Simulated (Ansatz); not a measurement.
TiS₂:
```
CELL_PARAMETERS angstrom
      3.31477     0.00000     0.00000
     -1.65739     2.87068     0.00000
      0.00000     0.00000     5.44636
ATOMIC_POSITIONS crystal
  Ti 0.00000 0.00000 0.00000
  S  0.33333 0.66667 0.26092
  S  0.66667 0.33333 0.73908
```

Relaxed with LDA.

### Question
List the phonon frequencies at the special points (DFPT on a 3×3×2 q-mesh, Fourier-interpolated; LDA in the plane-wave PAW code Ansatz).

### Answer
In cm⁻¹; no LO–TO term at Γ, as the run had none.

```
q                          frequencies
-  -----------------------------------
Γ        0 0 0 196 196 248 248 343 388
M  128 139 192 239 254 293 296 347 392
K  141 215 215 268 268 288 323 345 345
A     49 49 88 199 199 244 244 332 407
L  128 140 190 229 255 293 297 350 382
H  129 221 221 267 267 283 324 344 344
```

Space group P-3m1 (CdI2 type). The cell was relaxed with LDA under the symmetry of its start; phonons on a q-mesh show no instability. The run is not spin-polarised. A crystal of weakly bound layers computed without a dispersion correction: the cell and the soft elastic constants depend strongly on that. As this level gives no gap, phonon frequencies hold no LO–TO term and depend on the k-mesh and smearing (Fermi–Dirac, 0.1 eV here).

Potentials: the later of the program's two PAW sets.
